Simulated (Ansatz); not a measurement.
The cell below belongs to a search over invented structures; it isn't taken from experiment.

Input and command of a plane-wave DFT calculation in Ansatz:

```yaml
crystal:
  lattice:
    - [2.76719634, -3.20577145, 0.0]
    - [2.76719634, 3.20577145, 0.0]
    - [0.0, 0.0, 10.49865209]
  atoms:
    - { symbol: Nb, position: [0.0, 0.0, 0.5] }
    - { symbol: V, position: [0.0, 0.0, 0.0], spin: 2.0 }
    - { symbol: Te, position: [0.5, 0.0, 0.77066803] }
    - { symbol: Te, position: [0.0, 0.5, 0.22933197] }
    - { symbol: Te, position: [0.5, 0.0, 0.22933197] }
    - { symbol: Te, position: [0.0, 0.5, 0.77066803] }
basis:
  ecutwfc: 420
kpoints:
  mp_grid: { grid: [4, 4, 2] }
hamiltonian:
  xc: pbe
scf:
  occupations: { method: gaussian, width: 0.2 }
  lower_state_search: "off"
output:
  forces: true
  stress: true
  eigenvalues: true
  populations: true
magnetization:
  spin_polarized: true
relax:
  adjacent_minimum: "off"
  f_tol: 0.08
  max_steps: 16
  cell: { stress_tol: 0.8 }
```

```bash
ansatz run input.yaml --threads 1 --pin off --max-ram 2560MiB --backend cpu --events-out ev --progress --plain --runs-dir out
```

Processor: AMD EPYC 9R45 96-Core Processor (Zen 5), 1 thread, on a host shared with other jobs.

**Question.** How long does it run, and how much memory does it take?

**Answer.** About 110 s, peak memory 0.66 GiB. It solves 56 bands at 14 k points (after reduction by symmetry) with about 3133 plane waves (on the last cell), in 148 SCF iterations over 11 ionic steps.
